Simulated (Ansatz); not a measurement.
Data:

ZrOs:
```xyz
2
Lattice="3.2733 0.0000 0.0000 0.0000 3.2733 0.0000 0.0000 0.0000 3.2733" Properties=species:S:1:pos:R:3 pbc="T T T"
Zr     1.6366     1.6366     1.6366
Os     0.0000     0.0000     0.0000
```

This is the r²SCAN-relaxed structure.

Task: All from r²SCAN (plane waves, PAW; program Ansatz), unless another level is named. Predict the formation energy from the elements (no fitted shifts).

Result: -0.63 eV/atom.

Task: Next, the density of states at the Fermi level?

Result: 0.18 states/eV per atom (mean over ±0.08 eV).

Space group Pm-3m (CsCl type). The first step of the workflow began from a Materials Project structure, measured or hypothetical; the Crystallography Open Database files this formula in space group No. 221, but the cells were not matched. Its standing as an ambient phase is unchecked. The r²SCAN relaxation kept the symmetry of its start; whether a distortion lowers the energy is not shown. No spin polarisation was allowed. The references are the lowest solids computed at this level, not always the standard phases. Scalar-relativistic: spin–orbit coupling is off unless named, which matters more the heavier the elements.

Potentials: the later of the program's two PAW sets.
